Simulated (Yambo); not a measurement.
BSE-type run in Yambo on KBr (rock salt, space group Fm-3m, No. 225), at zero momentum.

Quantum ESPRESSO step (LDA, PseudoDojo standard norm-conserving files, scalar-relativistic):
```
&CONTROL
  calculation = 'nscf'
  pseudo_dir = './pseudo'
  outdir = './out'
/
&SYSTEM
  ibrav = 0
  nat = 2
  ntyp = 2
  ecutwfc = 72.0
  ecutrho = 288.0
  occupations = 'fixed'
  force_symmorphic = .true.
  nbnd = 38
/
&ELECTRONS
  conv_thr = 2e-09
  diago_full_acc = .true.
  diago_thr_init = 1e-08
/
ATOMIC_SPECIES
K 39.0983 K.upf
Br 79.9040 Br.upf
CELL_PARAMETERS angstrom
  0.000000000000   3.185352430000   3.185352430000
  3.185352430000   0.000000000000   3.185352430000
  3.185352430000   3.185352430000   0.000000000000
ATOMIC_POSITIONS crystal
K   0.000000000000   0.000000000000   0.000000000000
Br   0.500000000000   0.500000000000   0.500000000000
K_POINTS automatic
6 6 6 0 0 0
```

Yambo input:
```
rim_cut
optics
bse
bss
dipoles
tddft
RandQpts= 1000000
RandGvec= 1 Ry
FFTGvecs= 40 Ry
BSKmod= "ALDA"
BSEmod= "resonant"
BSSmod= "hs"
BSENGexx= 15 Ry
% KfnQP_E
 2.808 | 1.0 | 1.0 |
%
% BSEQptR
 1 | 1 |
%
% BSEBands
 6 | 15 |
%
% BEnRange
 0.0 | 15.7 | eV
%
% BDmRange
 0.15 | 0.15 | eV
%
BEnSteps= 314
% BLongDir
 1.0 | 0.0 | 0.0 |
%
BSHayTrs= -0.02
BSSNEig= 24
WRbsWF
```

From the report:

The dimension is k points × valence × conduction bands = 216 × 3 × 7 = 4536.
```
  [SLEPC] Approach                          : Krylov-Schur
  [SLEPC] Number of requested eigenvalues   :  24
  [SLEPC] Number of eigenvalues        [NEV]:  24
   [K] Dimension                                    :   4536
   [K] Bands                                        :   6  15
   [K] Exchange res                                 : yes
   [K] Correlation res                              : no
   [K] W interaction is bare                        : no
   [K] RL vectors exchange                          :   459
```

Spin-orbit coupling is not included.

Geometry relaxed with LDA.
